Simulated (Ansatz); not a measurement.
## Si3N4: checking a database structure before trusting its electric field gradients

The cell is a COD entry, atoms as given.

Space group P6_3/m (No. 176); a = 7.6272, c = 2.9182 Å, γ = 120.00°.

```
site  Wyckoff  site symmetry       x       y       z
  Si       6h            m..  0.1842  0.7704  0.2500
  N7       2c           -6..  0.3333  0.6667  0.2500
  N9       6h            m..  0.3399  0.0357  0.2500
```

One atom of each set is listed.

All values are calculated (Ansatz; DFT, PBE, plane waves and PAW (field gradients read without the response of the frozen cores, which leaves them typically 4 to 6 % off), scalar-relativistic, 420 eV cutoff, Γ-centred 4×4×9 k-points, Fermi–Dirac smearing 0.02 eV), not measured.

Problem. Do the atoms and the cell lie near the calculated equilibrium?

Solution. No. The largest force is 2.3 eV/Å, on atom 5 (Si: 4 N at 1.68–1.76 Å), and the pressure is 4.4 GPa. The atoms have to be relaxed before gradients are taken from this entry.
